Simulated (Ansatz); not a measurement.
SiGeC2:
```
CELL_PARAMETERS angstrom
      3.15623     0.00000     0.00000
      0.00000     3.15623     0.00000
      0.00000     0.00000     4.45624
ATOMIC_POSITIONS crystal
  Si 0.00000 0.00000 0.00000
  C  0.50000 0.00000 0.23628
  Ge 0.50000 0.50000 0.50000
  C  0.00000 0.50000 0.76372
```

r²SCAN (plane waves, PAW; program Ansatz) gives a gap of 1.80 eV without spin–orbit coupling, maximum at Γ, minimum at M.

### Question
What happens when spin–orbit coupling is switched on?

### Answer
The gap shrinks by 0.02 eV, to 1.78 eV; maximum at Γ, minimum at M.

### Question
Give the electron effective mass with spin–orbit coupling.

### Answer
0.23, 0.34, 0.37 mₑ (principal values).

### Question
Give the hole effective mass with spin–orbit coupling.

### Answer
0.36, 0.44, 0.50 mₑ (principal values).

Space group P-4m2. The start of the workflow was typed in or built on a structure type; neither database checked (COD, Materials Project) lists it. Its standing as an ambient phase is unchecked. The cell was relaxed with r²SCAN under the symmetry of its start; its stability against distortions is not shown here.

Potentials: the earlier of the program's two PAW sets.
